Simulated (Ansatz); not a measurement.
Structure relaxation, WC

The start is a generated trial cell of WC in the AFLOW prototype AB_tP4_129_a_c (B10, as in PbO). The structure is fully relaxed (lattice and positions, P = 0) with PBEsol (plane waves to 420 eV, PAW, scalar-relativistic; Ansatz, a first-principles code). The first steps use a coarse 7×7×6 k-mesh.

Starting cell:
```
WC
1.0
    3.36848     0.00000     0.00000
    0.00000     3.36848     0.00000
    0.00000     0.00000     4.24457
W C
2 2
Direct
  0.50000   0.00000   0.23680
  0.00000   0.50000   0.76320
  0.00000   0.00000   0.00000
  0.50000   0.50000   0.00000
```

- Initial pressure: +31 GPa (positive: the cell is compressed)
- Outcome: The space group stays P4/nmm (No. 129) (the run could not lower it), with 4 atoms in the primitive cell
- Energy released: 0.69 eV/atom
- Volume change: -10.0 %, from 12.04 to 10.84 Å³/atom
- Shortest distances (start → end): The closest pairs of elements (up to four, under 3.6 Å), start → end: C–W 1.96 → 2.18 Å; C–C 2.38 → 2.04 Å; W–W 3.12 → 2.82 Å
- Optimiser moves: 23

The end point of the relaxation:

```cif
data_C2W2
_chemical_formula_sum 'W2 C2'
_space_group_name_H-M_alt 'P4/nmm :1'
_space_group_IT_number 129
_space_group_name_Hall 'P 4ab 2ab -1ab'
_cell_length_a 2.88804
_cell_length_b 2.88804
_cell_length_c 5.19859
_cell_angle_alpha 90.000
_cell_angle_beta 90.000
_cell_angle_gamma 90.000
loop_
_space_group_symop_operation_xyz
  'x, y, z'
  '-y+1/2, x+1/2, z'
  '-x, -y, z'
  'y+1/2, -x+1/2, z'
  'x+1/2, -y+1/2, -z'
  '-y, -x, -z'
  '-x+1/2, y+1/2, -z'
  'y, x, -z'
  '-x+1/2, -y+1/2, -z'
  'y, -x, -z'
  'x+1/2, y+1/2, -z'
  '-y, x, -z'
  '-x, y, z'
  'y+1/2, x+1/2, z'
  'x, -y, z'
  '-y+1/2, -x+1/2, z'
loop_
_atom_site_label
_atom_site_type_symbol
_atom_site_symmetry_multiplicity
_atom_site_Wyckoff_symbol
_atom_site_fract_x
_atom_site_fract_y
_atom_site_fract_z
_atom_site_occupancy
W1 W 2 c 0.50000 0.00000 0.31327 1
C1 C 2 a 0.00000 0.00000 0.00000 1
```

Final values are on a 16×16×9 k-mesh of the relaxed cell. No spin polarisation in the result.

The run could not lower the symmetry of its start; a shaken copy of this end point relaxes with PBEsol to P2₁/m (No. 11), 0.13 eV/atom lower.

The relaxed structure here is a generated cell of WC: the first start was made by placing the elements on the sites of a structure type, and the end was not matched to a known phase here, so it may be hypothetical. Known forms of WC include space group No. 187.
